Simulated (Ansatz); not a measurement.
The cell below belongs to a search over invented structures; it isn't taken from experiment.

Input and command of a plane-wave DFT calculation in Ansatz:

```yaml
crystal:
  lattice:
    - [5.7967622442, 0.0, 0.0]
    - [-2.8983811221, 5.0201433632, 0.0]
    - [0.0, 0.0, 5.4662928846]
  atoms:
    - { symbol: In, position: [0.5, 0.0, 0.5568724886] }
    - { symbol: In, position: [0.0, 0.5, 0.5568724886] }
    - { symbol: In, position: [0.5, 0.5, 0.5568724886] }
    - { symbol: P, position: [0.0, 0.0, 0.6630450718] }
    - { symbol: S, position: [0.5, 0.0, 0.0637894808] }
    - { symbol: S, position: [0.0, 0.5, 0.0637894808] }
    - { symbol: S, position: [0.5, 0.5, 0.0637894808] }
basis:
  ecutwfc: 420
kpoints:
  mp_grid: { grid: [6, 6, 8] }
hamiltonian:
  xc: pbe
scf:
  occupations: { method: gaussian, width: 0.1 }
output:
  forces: true
  stress: true
  eigenvalues: true
  write_density: true
  write_potential: true
  elf: true
  volumetric_format: npy
relax:
  adjacent_minimum: "off"
  f_tol: 0.01
  max_steps: 80
  cell: { stress_tol: 0.05 }
```

```bash
ansatz run input.yaml --threads 1 --pin off --max-ram 2560MiB --backend cpu --events-out ev --progress --plain --runs-dir out
```

Processor: Intel(R) Xeon(R) Processor @ 2.70GHz, 1 thread, on a host shared with other jobs.

Estimate time, memory and problem size.

About 79 s, peak memory 0.51 GiB. It solves 38 bands at 35 k points (after reduction by symmetry) with about 3139 plane waves (on the last cell), in 24 SCF iterations over 4 ionic steps.
